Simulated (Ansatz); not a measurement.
## Property card for CaCl5

Theory: DFT PBE, scalar-relativistic, plane waves, PAW in Ansatz 0.2.0.

Plane waves to 420 eV, a k mesh through Γ of 12×12×6 on the computed 6-atom cell and Gaussian smearing (0.10 eV); no spin polarisation.

The structure is relaxed at this level of theory with its symmetry kept, and needn't be the ground state of this composition.

Space group P6/mmm (No. 191), hexagonal, a = 5.169 Å, c = 8.242 Å. Ca is surrounded by 6 Cl at 2.98 Å; Cl on a site of symmetry -6m2 has 3 Ca at 2.98 Å and 3 Cl at 2.98 Å; Cl on a site of symmetry mmm is surrounded by 4 Cl at 2.58 Å.

- Volume per atom: 31.78 Å³
- Formation energy from the elements' standard states (uncorrected): -0.789 eV/atom
- Kohn–Sham band gap: none (metal)
- Density of states at the Fermi level: 2.1 states/eV per cell
- Orbital (Löwdin) character within 0.5 eV of the Fermi level: Cl 3p 97 %
- Bader charge by site (e): Ca (1 in the cell) 1.64, Cl (2 in the cell) -0.72, Cl (3 in the cell) -0.07

The cell holds layers, chains or molecules and no dispersion correction was added, so their binding is poorly described.

The cell was found from a structure generator's guess, not taken from experiment. Löwdin shares on free-atom orbitals overweight diffuse shells.
